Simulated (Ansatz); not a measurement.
The relaxed structure here is a generated cell of VSi2: the first start was made by a random draw of sites in a space group, and the end was not matched to a known phase here, so it may be hypothetical.

A relaxed structure of VSi2. These are r2SCAN (plane waves to 500 eV, PAW, scalar-relativistic; Ansatz, a quantum-chemistry and plane-wave program) values and carry that method's errors.

```cif
data_Si6V3
_chemical_formula_sum 'Si6 V3'
_space_group_name_H-M_alt 'P 1'
_space_group_IT_number 1
_cell_length_a 7.44538
_cell_length_b 7.44538
_cell_length_c 2.48142
_cell_angle_alpha 90.000
_cell_angle_beta 90.000
_cell_angle_gamma 120.000
loop_
_space_group_symop_operation_xyz
  'x, y, z'
loop_
_atom_site_label
_atom_site_type_symbol
_atom_site_fract_x
_atom_site_fract_y
_atom_site_fract_z
_atom_site_occupancy
Si1 Si 0.66485 0.00000 0.50000 1
Si2 Si 0.00000 0.66485 0.50000 1
Si3 Si 0.33515 0.33515 0.50000 1
Si4 Si 0.33515 0.00000 0.50000 1
Si5 Si 0.00000 0.33515 0.50000 1
Si6 Si 0.66485 0.66485 0.50000 1
V1 V 0.00000 0.00000 0.50000 1
V2 V 0.33333 0.66667 0.00000 1
V3 V 0.66667 0.33333 0.00000 1
```

Find the space group and the Wyckoff positions (tolerance 0.01 Å).

Space group P6/mmm (No. 191); a = 7.445 Å, b = 7.445 Å, c = 2.481 Å, α = 90.00°, β = 90.00°, γ = 120.00°

| atom | site | symmetry | x | y | z |
|---|---|---|---|---|---|
| Si | 6k | m2m | 0.3352 | 0.3352 | 0.5000 |
| V | 1b | 6/mmm | 0.0000 | 0.0000 | 0.5000 |
| V | 2c | -6m2 | 0.3333 | 0.6667 | 0.0000 |

Give the shortest distances between elements (the closest pairs, up to four, under 3.6 Å).

Si–Si 2.45 Å; V–V 2.48 Å; Si–V 2.50 Å.

The volume per atom is 13.24 Å³ and the band gap comes out as no gap (metallic). The magnetic moment is zero (the starting moments vanished).

No spin polarisation in the result: the starting moments vanished. The relaxed primitive cell holds an odd number of electrons. A magnetic state may lie lower.

The run could not lose the symmetry of its start: the end is stationary, and may be a saddle point rather than a minimum.
